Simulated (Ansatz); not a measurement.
A geometry of KTaO3 away from equilibrium: step 5 of the relaxation of a relaxed KTaO3 cell displaced along its unstable phonon at q = Γ (136i cm⁻¹), largest move 0.15 Å. Computed with PBEsol (plane waves to 420 eV, PAW, scalar-relativistic; Ansatz, a quantum-chemistry and plane-wave program). Γ-centred k-mesh 5×5×5 on the run's cell (coarser than for final values), Fermi–Dirac smearing 0.05 eV. The plane waves were selected for a different cell earlier on the path.

```yaml
crystal:
  lattice:
    - [6.15135, 0.00000, 0.00000]
    - [-3.07568, 5.32723, 0.00000]
    - [0.00000, 0.00000, 5.43694]
  atoms:
    - { symbol: K, position: [0.33333, 0.66667, 0.75000] }
    - { symbol: K, position: [0.66667, 0.33333, 0.25000] }
    - { symbol: Ta, position: [0.00000, 0.00000, 0.00000] }
    - { symbol: Ta, position: [0.00000, 0.00000, 0.50000] }
    - { symbol: O, position: [0.21018, 0.26164, 0.25000] }
    - { symbol: O, position: [0.73836, 0.94854, 0.25000] }
    - { symbol: O, position: [0.05146, 0.78982, 0.25000] }
    - { symbol: O, position: [0.94854, 0.73836, 0.75000] }
    - { symbol: O, position: [0.26164, 0.21018, 0.75000] }
    - { symbol: O, position: [0.78982, 0.05146, 0.75000] }
```

Problem. What forces act on the atoms (eV/Å)?

Solution. 
```tsv
atom	Fx	Fy	Fz
K1	0.00	0.00	0.00
K2	0.00	0.00	0.00
Ta3	0.00	0.00	0.00
Ta4	0.00	0.00	0.00
O5	-0.13	-0.47	0.00
O6	0.47	0.12	0.00
O7	-0.34	0.35	0.00
O8	-0.13	0.47	0.00
O9	-0.34	-0.35	0.00
O10	0.47	-0.12	0.00
```

The path ends in P-62c (No. 190). No spin polarisation in the result.

The run could not lose the symmetry of its start, so the end can be a saddle point.

The end of the path is a generated cell of KTaO3: the first start was made by placing the elements on the sites of a structure type, and the end was not matched to a known phase here, so it may be hypothetical. Known forms of KTaO3 include space group No. 221.
